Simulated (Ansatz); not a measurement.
Here is an unrelaxed guess for Si2Ge.

```cif
data_structure
_symmetry_space_group_name_H-M 'P-3m1'
_symmetry_Int_Tables_number 164
_cell_length_a 3.6046
_cell_length_b 3.6046
_cell_length_c 8.8295
_cell_angle_alpha 90.000
_cell_angle_beta 90.000
_cell_angle_gamma 120.000
_cell_volume 99.35
loop_
_atom_site_label
_atom_site_type_symbol
_atom_site_symmetry_multiplicity
_atom_site_Wyckoff_symbol
_atom_site_fract_x
_atom_site_fract_y
_atom_site_fract_z
_atom_site_occupancy
Si1 Si 2 c 0.00000 0.00000 0.37500 1
Si2 Si 2 d 0.33333 0.66667 0.04167 1
Ge1 Ge 2 d 0.66667 0.33333 0.70833 1
```

Level of theory: DFT PBE, scalar-relativistic, plane waves, PAW in Ansatz 0.2.0. Cutoff 420 eV; k points 6×6×2 on the computed 6-atom cell (Γ-centred); Gaussian smearing, width 0.10 eV; no spin polarisation.

Energies over the elements count from the elements' standard structures at the same level, with no fitted energy shifts.

Q: Estimate its pressure, forces and energy as it stands.

A: The pressure is 35.6 GPa (the mean over three directions, positive in compression), the largest force is 0.68 eV/Å, and the energy is +0.46 eV/atom against the elements. The shortest distance is 2.21 Å.

Q: Is it a good guess?

A: A rough one: relaxing gains about 0.44 eV/atom in 13 ionic steps and ends at +0.017 eV/atom on the finer mesh. The symmetry stays P-3m1 (No. 164). The volume per atom grows by 29.4 %, from 16.6 to 21.4 Å³. The shortest distance goes from 2.21 Å (Si–Ge and Si–Si) to 2.36 Å (Si–Si). Conventional cell: a = 3.928 Å, c = 9.619 Å. Si on its first site has 1 Si at 2.36 Å and 3 Ge at 2.41 Å; Si on its second site is surrounded by 3 Si at 2.39 Å and 1 Ge at 2.43 Å; around Ge lie 4 Si at 2.41–2.43 Å.

The last run used a 12×12×4 mesh (in the run's order of axes) for its 6-atom cell and Gaussian smearing of 0.02 eV. The relaxation can't lower the symmetry of the start, and the grade says only how near the guess is to its own end. A later test with randomly moved atoms came back to the same energy, though modes that don't fit the test's cell weren't probed.
